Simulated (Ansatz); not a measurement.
# Phonon dispersion of CaMg at 1.02 times its equilibrium volume

Theory: DFT PBEsol, scalar-relativistic, plane waves, PAW in Ansatz 0.2.0. Plane waves to 420 eV; Γ-centred k mesh 10×10×10; Fermi-Dirac smearing of 0.15 eV. No spin polarisation. Phonons by linear response, acoustic sum rule imposed.

The cell, relaxed in shape and atoms at 1.02 times its equilibrium volume:
```xyz
2
Lattice="3.9537 0.0000 0.0000 0.0000 3.9537 0.0000 0.0000 0.0000 3.9537" Properties=species:S:1:pos:R:3 pbc="T T T"
Ca    0.0000    0.0000    0.0000
Mg    1.9769    1.9769    1.9769
```

In a metal, frequencies and elastic constants depend on the k mesh and the smearing, soft modes and shear constants most. Some empty bands missed the eigensolver's threshold. The q mesh is coarse, so values between its points are rough.

Force constants from linear response on a 2×2×2 q mesh.

Path: Γ–X–M–Γ–R–X | R–M. Distance along the path (Å⁻¹), then the branches (cm⁻¹, negative for imaginary):
```
0.000  0 0 0 199 199 199
0.099  18 20 20 198 198 198
0.199  37 40 40 194 196 196
0.298  55 59 59 188 192 192
0.397  72 77 77 180 187 187
0.497  88 94 94 171 181 181
0.596  104 108 108 160 174 174
0.695  119 119 119 148 168 168
0.795  124 124 129 139 164 164
0.894  114 124 135 138 165 167
0.993  102 122 126 150 166 171
1.093  90 113 121 160 167 175
1.192  78 98 119 169 169 179
1.291  68 83 118 171 176 182
1.391  60 68 116 172 181 184
1.490  54 56 115 173 184 185
1.589  52 52 115 174 186 186
1.730  52 64 115 173 182 186
1.870  51 90 115 172 173 187
2.011  48 110 119 155 175 190
2.151  43 97 130 148 180 192
2.292  35 78 103 169 187 195
2.432  24 55 71 185 193 197
2.572  12 28 36 196 198 199
2.713  0 0 0 199 199 199
2.885  24 24 48 194 198 198
3.057  46 46 91 178 194 194
3.229  67 67 124 156 188 188
3.401  86 86 123 157 180 180
3.573  104 104 106 170 172 172
3.745  105 118 118 164 164 173
3.917  119 128 128 159 159 165
4.089  131 131 131 157 157 157
4.230  123 125 133 155 162 162
4.370  107 114 137 150 168 172
4.511  90 106 143 144 170 179
4.651  80 104 136 151 169 182
4.792  80 110 130 156 164 181
4.932  92 120 126 155 161 177
5.072  108 124 132 142 164 169
5.213  124 124 129 139 164 164
5.213  131 131 131 157 157 157
5.312  126 126 133 156 160 160
5.412  116 116 138 152 166 166
5.511  104 104 145 146 172 172
5.610  91 91 138 154 177 177
5.710  77 77 129 162 181 181
5.809  65 65 122 168 183 183
5.908  55 55 116 172 185 185
6.008  52 52 115 174 186 186
```

Whether CaMg exists in this form wasn't checked.

Cost: 1 run of about 1.9 core-minutes, on Intel Xeon Platinum 8275CL (Skylake/Cascade Lake) (shared hosts).